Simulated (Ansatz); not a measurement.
GaSb:
```yaml
crystal:
  lattice:
    - [3.96465, 0.00000, 0.00000]
    - [-1.98232, 3.43348, 0.00000]
    - [0.00000, 0.00000, 6.99818]
  atoms:
    - { symbol: Ga, position: [0.00000, 0.00000, 0.00000] }
    - { symbol: Ga, position: [0.00000, 0.00000, 0.50000] }
    - { symbol: Sb, position: [0.33333, 0.66667, 0.25000] }
    - { symbol: Sb, position: [0.66667, 0.33333, 0.75000] }
```

Relaxed with r²SCAN. Special points in fractions of this cell's reciprocal vectors: Γ (0.000, 0.000, 0.000); M (0.500, 0.000, 0.000); K (0.333, 0.333, 0.000); A (0.000, 0.000, 0.500); L (0.500, 0.000, 0.500); H (0.333, 0.333, 0.500).

**Question.** List the band energies nearest the Fermi level at these points for plane-wave PAW r²SCAN with spin–orbit coupling (Ansatz code).

**Answer.** In eV from the Fermi level; about four levels below and three above (degenerate sets whole), none deeper than 8.9 eV; points with the same levels are listed once.

```
k                    below                above
-  -----------------------  -------------------
Γ  -0.64 -0.64 -0.13 -0.13  0.19 0.19 0.47 0.47
M  -3.95 -3.95 -2.15 -2.15  0.42 0.42 1.24 1.24
K  -2.85 -2.85 -2.76 -2.76  4.72 4.72 4.88 4.88
A  -4.95 -4.95 -4.95 -4.95  0.37 0.37 0.37 0.37
L  -1.03 -1.03 -1.03 -1.03  3.31 3.31 3.31 3.31
H  -0.13 -0.13 -0.05 -0.05  2.14 2.14 2.21 2.21
```

Space group P6_3/mmc (NiAs type). The start of the workflow was typed in or built on a structure type; neither database checked (COD, Materials Project) lists it. It is not the phase usual at ambient conditions (space group No. 216). Symmetry was held in the r²SCAN relaxation; its stability against distortions is not shown here.

Potentials: the later of the program's two PAW sets.
